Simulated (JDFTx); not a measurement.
System: iodoethane, C2H5I (SMILES CCI), charge 0, multiplicity 1; geometry: a GFN2-xTB minimum in vacuum (no imaginary frequency past 20 cm⁻¹; largest PBE force component 0.4 eV/Å). Coordinates in Å:
```
C    -1.09   -0.07    0.00
C     0.31    0.49    0.00
I     1.80   -1.08    0.00
H    -1.27   -0.68   -0.88
H    -1.80    0.75    0.00
H    -1.27   -0.68    0.88
H     0.51    1.08   -0.89
H     0.51    1.08    0.89
```

Computed with JDFTx (a modified build): PBE, GBRV ultrasoft potentials, plane waves to 20/100 Ha. Liquid: CANDLE, water, 1 M NaCl. The liquid run sits in a periodic box with 4 Å from the outermost atoms to the faces; the vacuum run is isolated. The box matters at about 0.01 eV. The solvation energy is E(in liquid) − E(vacuum) at fixed geometry, with no thermal, conformational or standard-state terms added.

Problem. Estimate the solvation energy and its parts.

Solution. 
| Quantity | Result |
|---|---|
| solvation energy | -0.04 eV |
| part: cavitation term of the fluid | 0.53 eV |
| part: dispersion term of the fluid | -0.43 eV |
| part: electrostatic term of the fluid | -0.16 eV |
| part: distortion of the solute's electrons | 0.03 eV |
| dipole moment in vacuum | 1.97 D |
| dipole moment in the liquid | 2.77 D |
| highest occupied level in vacuum (zero: vacuum level) | -6.11 eV |
| highest occupied level in the liquid (zero: bulk electrolyte) | -6.11 eV |
